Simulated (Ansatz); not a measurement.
InPd (CsCl type), relaxed and computed with several functionals in Ansatz (plane waves, PAW). Much of their spread follows the volume that each gives.

```csv
functional,V (Å³/atom),B₀ by P(V) fit (GPa)
PBE,18.06,110
r²SCAN,17.43,132
LDA,16.61,150
PBEsol,17.12,?
```

Problem. Fit a straight line to ln B₀ against ln V and predict the withheld value.

Solution. Least squares on the 3 shown rows: ln B₀ = -3.65 × ln V + (15.282), with a scatter of 2 %. For PBEsol this gives 136. The run itself gave 135, within the scatter.

All cells were relaxed under the symmetry of their starts (and spin orders); stability against distortions was not tested throughout. Rows with no word on spin ran without spin polarisation. Spin–orbit coupling is left out wherever it is not named.

Potentials: the later of the program's two PAW sets.

Ansatz (a first-principles code) is a plane-wave DFT program.
